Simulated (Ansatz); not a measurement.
Values for one crystal, relaxed and computed with DFT-r²SCAN in the program Ansatz with PAW potentials; other levels are named.

```yaml
volume_per_atom: 36.48 Å³
band_gap: 2.45 eV (direct)
valence_band_maximum: at R
hole_effective_mass: 0.21 mₑ (isotropic)
conduction_band_minimum: at R
Electron effective mass with spin–orbit coupling: 0.19 mₑ (isotropic)
Formation energy from the elements (no fitted shifts): -1.70 eV/atom
```

Question: Which of these materials gives this?
A) PbF2, fluorite
B) TePb, rock salt
C) CsSnI3, P4/mbm (Cs on 2d, Sn on 2b, I on 4h, I on 2a)
D) CsPbCl3, cubic perovskite

Answer: D, CsPbCl3, cubic perovskite

Space group Pm-3m (cubic perovskite). This is a known high-temperature phase of the composition, computed here at zero pressure and temperature. Symmetry was held in the r²SCAN relaxation; whether a distortion lowers the energy is not shown. The references are the lowest solids computed at this level, not always the standard phases (solids in place of the gases). Spin–orbit coupling is left out wherever it is not named.

Potentials: the later of the program's two PAW sets.
